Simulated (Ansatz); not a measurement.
GaSb (zinc blende, space group No. 216), a = 6.1326 Å, b = 6.1326 Å, c = 6.1326 Å, α = 90.00°, β = 90.00°, γ = 90.00°; the cell used has 2 atoms.

Relaxed with r²SCAN. The program Ansatz at the r²SCAN level (PAW) gives a gap of 0.42 eV.

Task: What gap does HSE06 give on the same cell (Ansatz, PAW)?

Result: 0.77 eV, 0.35 eV more. The hybrid was solved on a coarser mesh and at special points; its gap is the smallest among all of these.

| k | v1 r²SCAN | c1 r²SCAN | v1 HSE06 | c1 HSE06 |
|---|---|---|---|---|
| Γ | 0.00 | 0.42 | 0.00 | 0.77 |
| X | -2.67 | 1.14 | (withheld) | (withheld) |
| L | -1.20 | 0.68 | (withheld) | (withheld) |
| W | -3.21 | 4.00 | (withheld) | (withheld) |
| K | -2.27 | 1.66 | (withheld) | (withheld) |

Task: Top valence (v1) and lowest conduction level (c1) in eV from each method's valence maximum (which need not be a listed point): supply the withheld HSE06 values.

Result: 
- X, v1 HSE06: -2.77
- X, c1 HSE06: 1.44
- K, v1 HSE06: -2.35
- K, c1 HSE06: 1.97
- L, v1 HSE06: -1.23
- L, c1 HSE06: 1.01
- W, v1 HSE06: -3.34
- W, c1 HSE06: 4.49

Cost on shared cores: the r²SCAN run (SCF on a 8×8×8 mesh, then bands and DOS) about 30 core-seconds (a rough figure), the HSE06 run (SCF on 6×6×6, then a few points) very roughly 90 core-seconds; the tasks are unlike.

Space group F-43m (zinc blende). Symmetry was held in the r²SCAN relaxation; of distortions, only those at the zone centre were tested. Spin–orbit coupling is left out wherever it is not named.

Potentials: the earlier of the program's two PAW sets.
